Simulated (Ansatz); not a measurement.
ZnCu₂SnS₄ (kesterite type, space group I-4)

```xyz
8
Lattice="-2.7342 2.7342 5.4676 2.7342 -2.7342 5.4676 2.7342 2.7342 -5.4676" Properties=species:S:1:pos:R:3 pbc="T T T"
Cu     0.0000     0.0000     0.0000
Cu     0.0000     2.7342     2.7338
Zn     2.7342     0.0000     2.7338
Sn     0.0000     0.0000     5.4676
S      1.4129     1.4563     4.0525
S      1.3214     1.2779    -1.4151
S      1.4563    -1.4129     6.8826
S      1.2779     4.1471     1.4151
```

The slice is a (100) plane (indices of the conventional cell) through the point (0.250, 0.750, 0.500) (fractional), spanned by u = [101] and v = [110] in vectors of this cell: u (5.47 Å) and v (10.94 Å, at 90° to u). It covers one period; positions are fractions (u, v).

All values below come from PBE (plane waves to 420 eV, PAW, scalar-relativistic; Ansatz, a program for electronic structure). k mesh 9×9×9. Near the nuclei the fields are pseudised (PAW); where an atom keeps semicore shells as valence, they peak there. At this level the bands of ZnCu2SnS4 touch or barely overlap; measurements give the solid a gap. The PAW data are Ansatz's earlier set. ZnCu2SnS4 is run without spin polarisation. ZnCu2SnS4 was relaxed with its symmetry unable to fall.

Q: Sketch the valence electron density on this plane as a map.

A: 
| v \ u | 0.00 | 0.17 | 0.33 | 0.50 | 0.67 | 0.83 |
|---|---|---|---|---|---|---|
| 0.92 | -0.4 | -0.7 | -1.0 | -1.3 | -1.0 | -0.7 |
| 0.83 | -1.4 | -1.0 | -0.6 | -0.2 | -0.6 | -1.0 |
| 0.75 | -1.8 | -1.3 | -0.2 | 1.1 | -0.2 | -1.3 |
| 0.67 | -1.3 | -1.0 | -0.6 | -0.2 | -0.6 | -1.0 |
| 0.58 | -0.3 | -0.7 | -1.0 | -1.3 | -1.0 | -0.7 |
| 0.50 | 1.9 | -0.3 | -1.3 | -1.8 | -1.3 | -0.3 |
| 0.42 | -0.3 | -0.7 | -0.9 | -1.3 | -0.9 | -0.7 |
| 0.33 | -1.3 | -0.9 | -0.7 | -0.3 | -0.7 | -0.9 |
| 0.25 | -1.8 | -1.3 | -0.3 | 1.9 | -0.3 | -1.3 |
| 0.17 | -1.4 | -1.0 | -0.7 | -0.3 | -0.7 | -1.0 |
| 0.08 | -0.4 | -0.7 | -0.9 | -1.3 | -0.9 | -0.7 |
| 0.00 | 1.7 | -0.4 | -1.3 | -1.8 | -1.3 | -0.4 |

Values: log₁₀ of the valence density in e/Å³. The scale is logarithmic, as a density can span decades between atoms and voids.
